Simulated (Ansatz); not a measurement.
Mg2Ge (anti-fluorite, Fm-3m), DFT-PBE in the program Ansatz with PAW potentials. The conduction-band minimum lies at X, with 3 equivalent valleys. Second derivatives d²E/dk² of the lowest band at one valley (eV·Å²), along Cartesian directions:

```json
[
 {"direction": "[100]", "d²E/dk²": "13.81"},
 {"direction": "[010]", "d²E/dk²": "40.64"},
 {"direction": "[001]", "d²E/dk²": "40.64"},
 {"direction": "[110]", "d²E/dk²": "27.23"},
 {"direction": "[101]", "d²E/dk²": "27.23"},
 {"direction": "[011]", "d²E/dk²": "40.19"}
]
```

**Question.** Find the principal effective masses, the density-of-states mass and the conductivity mass.

**Answer.** Off-diagonal terms follow from H_xy = H[110] − (H_xx + H_yy)/2, and m*/mₑ = 7.620 eV·Å² over each eigenvalue: 0.19, 0.19, 0.55. One valley's DOS mass (m₁m₂m₃)^(1/3) = 0.27, conductivity mass 3/(Σ 1/mᵢ) = 0.24 mₑ.

**Question.** What effective density of states Nc follows at 300 K for parabolic valleys?

**Answer.** Nc = 2.509e19 × 3 × (0.27)^(3/2) ≈ 1.1e19 cm⁻³.

Symmetry was held in the PBE relaxation. Scalar-relativistic: spin–orbit coupling is off unless named, which matters more the heavier the elements.

Potentials: the later of the program's two PAW sets.

Edges and masses are those of Kohn–Sham bands, whose gap is no quasiparticle gap.
